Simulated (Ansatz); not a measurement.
ZrB:
```yaml
crystal:
  lattice:
    - [0.00000, 2.45197, 2.45197]
    - [2.45197, 0.00000, 2.45197]
    - [2.45197, 2.45197, 0.00000]
  atoms:
    - { symbol: Zr, position: [0.00000, 0.00000, 0.00000] }
    - { symbol: B, position: [0.50000, 0.50000, 0.50000] }
```

Relaxed with PBE. Special points in fractions of this cell's reciprocal vectors: Γ (0.000, 0.000, 0.000); X (0.500, 0.000, 0.500); U (0.625, 0.250, 0.625); K (0.375, 0.375, 0.750); L (0.500, 0.500, 0.500); W (0.500, 0.250, 0.750).

**Question.** List the band energies nearest the Fermi level at these points for PBE (plane waves, PAW; program Ansatz).

**Answer.** In eV from the Fermi level; about four levels below and three above (degenerate sets whole), none deeper than 8.9 eV; points with the same levels are listed once.

```tsv
k	below	above
Γ	-8.05	1.73 1.73 1.73
X	-6.11 -0.80 -0.78	2.03 2.03 4.54
U	-5.47 -1.66 -1.00	0.18 2.74 5.05
L	-4.19 -3.81 -1.17 -1.17	4.80 4.80 6.07
W	-5.36 -1.08 -1.08 -0.90	4.43 4.43 5.72
```

Space group Fm-3m (rock salt). The workflow started from an entry of the Crystallography Open Database (COD). Whether it is the stable phase at ambient conditions was not checked. Symmetry was held in the PBE relaxation; its stability against distortions is not shown here. No spin polarisation was allowed. The volume moved by 17 % from the start of the relaxation. Spin–orbit coupling is left out wherever it is not named.

Potentials: the later of the program's two PAW sets.
